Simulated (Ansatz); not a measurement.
All numbers below come from DFT r2SCAN, scalar-relativistic, plane waves, PAW in Ansatz.

Structure of Re3W:

```
Re W
1.0
    -1.96016    1.96016    3.92371
     1.96016   -1.96016    3.92371
     1.96016    1.96016   -3.92371
Re W
3 1
Cartesian
  0.0000 1.9602 1.9619
  1.9602 0.0000 1.9619
  0.0000 0.0000 3.9237
  0.0000 0.0000 0.0000
```

Plane waves to 500 eV, a k mesh through Γ of 16×16×16 on the computed 4-atom cell and Gaussian smearing (0.10 eV); no spin polarisation.

Levels along Γ–X–P–N–Γ–M–S | S0–Γ | X–R | G–M, in eV from the Fermi level, sorted by energy at each point. Points in fractions of the primitive reciprocal vectors: Γ (0.000 0.000 0.000), X (0.000 0.000 0.500), P (0.250 0.250 0.250), N (0.000 0.500 0.000), M (0.500 0.500 -0.500), S (0.312 0.688 -0.312), S0 (-0.312 0.312 0.312), R (-0.125 0.125 0.500), G (0.500 0.500 -0.125).
```csv
point,"k (1/Å, with 2π)",band 26,band 27,band 28,band 29,band 30,band 31,band 32
Γ,0.000,-1.65,-1.58,-1.58,0.33,0.72,1.77,1.96
-,0.162,-1.70,-1.55,-1.52,0.43,0.80,1.64,1.98
-,0.324,-1.98,-1.34,-1.32,0.45,0.81,0.82,1.30
-,0.486,-1.93,-1.12,-1.02,-0.37,-0.03,0.39,0.85
-,0.648,-1.54,-1.19,-1.19,-0.80,-0.54,-0.37,0.41
-,0.809,-1.59,-1.43,-1.05,-0.78,-0.64,-0.01,0.07
-,0.971,-2.01,-1.83,-1.48,-0.17,-0.06,-0.03,0.50
X,1.133,-1.81,-1.79,-1.63,-0.21,0.19,0.28,0.34
-,1.190,-1.80,-1.77,-1.64,-0.26,0.14,0.23,0.24
-,1.248,-1.77,-1.73,-1.68,-0.38,0.01,0.03,0.10
-,1.305,-1.75,-1.71,-1.67,-0.55,-0.20,-0.20,-0.09
-,1.362,-1.83,-1.63,-1.57,-0.75,-0.46,-0.43,-0.33
-,1.419,-1.90,-1.55,-1.45,-0.97,-0.75,-0.62,-0.59
-,1.476,-1.74,-1.47,-1.29,-1.20,-1.07,-0.85,-0.77
P,1.534,-1.45,-1.45,-1.43,-1.32,-1.09,-1.09,-0.83
-,1.648,-1.61,-1.43,-1.40,-1.26,-1.04,-1.00,-0.76
-,1.763,-1.81,-1.48,-1.44,-1.20,-0.85,-0.81,-0.55
-,1.877,-1.94,-1.68,-1.65,-1.00,-0.69,-0.46,-0.22
-,1.992,-2.05,-1.95,-1.82,-0.70,-0.50,-0.10,0.19
-,2.106,-2.36,-2.08,-1.78,-0.32,-0.22,0.24,0.60
-,2.220,-2.74,-2.12,-1.76,0.13,0.14,0.49,0.88
N,2.335,-2.95,-2.14,-1.75,0.46,0.46,0.58,0.78
-,2.463,-2.48,-2.44,-1.40,0.09,0.38,0.65,0.98
-,2.591,-2.24,-2.08,-1.02,-0.40,0.32,0.85,1.32
-,2.719,-1.93,-1.20,-0.89,-0.83,0.50,1.01,1.49
-,2.847,-1.99,-1.18,-1.15,0.08,0.79,1.04,1.44
-,2.975,-1.90,-1.43,-1.37,0.71,0.99,1.28,1.51
-,3.103,-1.68,-1.58,-1.52,0.45,0.81,1.71,1.97
Γ,3.231,-1.65,-1.58,-1.58,0.33,0.72,1.77,1.96
-,3.345,-1.73,-1.51,-1.51,0.56,0.88,1.80,1.91
-,3.459,-1.63,-1.21,-1.21,1.10,1.14,1.81,1.89
-,3.574,-1.24,-0.42,-0.42,0.82,1.03,1.82,2.12
-,3.688,-0.88,0.04,0.45,0.53,0.53,2.11,2.79
-,3.803,-0.45,-0.45,-0.09,1.48,1.48,2.19,2.19
-,3.917,-0.55,0.05,0.05,1.40,1.40,2.46,2.46
M,4.032,-0.76,0.46,0.46,0.94,0.94,2.62,2.93
-,4.117,-0.88,0.46,0.56,0.94,0.95,2.62,2.68
-,4.203,-1.15,0.46,0.75,0.93,0.95,1.99,2.33
-,4.289,-1.44,0.46,0.88,0.88,0.93,1.26,1.72
-,4.375,-1.72,0.38,0.63,0.72,0.81,0.92,1.09
-,4.461,-1.96,-0.26,0.26,0.49,0.58,0.82,0.94
-,4.547,-2.16,-0.97,-0.34,0.24,0.59,0.65,0.97
S,4.633,-2.34,-1.65,-0.78,0.00,0.35,0.76,1.04
S0,4.633,-2.34,-1.65,-0.78,0.00,0.35,0.76,1.04
-,4.776,-2.69,-2.63,-1.05,-0.22,0.08,0.81,0.95
-,4.919,-3.04,-2.49,-0.77,-0.10,0.19,0.26,0.26
-,5.062,-2.87,-1.44,-0.45,-0.38,-0.17,0.26,0.73
-,5.205,-2.50,-0.96,-0.96,-0.20,0.48,0.56,1.06
-,5.348,-2.04,-1.34,-1.30,0.58,0.85,1.02,1.31
-,5.491,-1.70,-1.57,-1.51,0.42,0.79,1.65,1.99
Γ,5.634,-1.65,-1.58,-1.58,0.33,0.72,1.77,1.96
X,5.634,-1.81,-1.79,-1.63,-0.21,0.19,0.28,0.34
-,5.675,-1.81,-1.78,-1.63,-0.18,0.16,0.25,0.36
-,5.715,-1.78,-1.77,-1.65,-0.11,0.08,0.19,0.42
-,5.755,-1.75,-1.74,-1.67,-0.05,-0.02,0.10,0.50
-,5.796,-1.71,-1.70,-1.70,-0.23,-0.10,0.17,0.61
-,5.836,-1.73,-1.66,-1.65,-0.44,-0.28,0.34,0.74
-,5.877,-1.77,-1.59,-1.59,-0.68,-0.50,0.53,0.89
R,5.917,-1.81,-1.52,-1.51,-0.94,-0.73,0.73,1.06
G,5.917,-1.81,-1.52,-1.51,-0.94,-0.73,0.73,1.06
-,6.038,-1.98,-1.75,-1.45,-1.24,-1.24,1.38,1.59
-,6.160,-2.05,-1.85,-1.67,-0.90,-0.88,2.02,2.15
-,6.282,-1.80,-1.02,-0.70,-0.53,-0.45,2.32,2.49
-,6.403,-1.64,-0.18,0.00,0.19,0.44,1.87,2.01
-,6.524,-1.34,0.15,0.44,1.22,1.38,1.52,1.65
-,6.646,-0.97,0.37,0.72,0.79,1.11,2.42,2.54
M,6.768,-0.76,0.46,0.46,0.94,0.94,2.62,2.93
```

Spin-orbit coupling is left out, which matters for the bands of heavy elements.

Cost: 1 run of about 4.7 core-minutes, on Arm Neoverse V2 (shared hosts).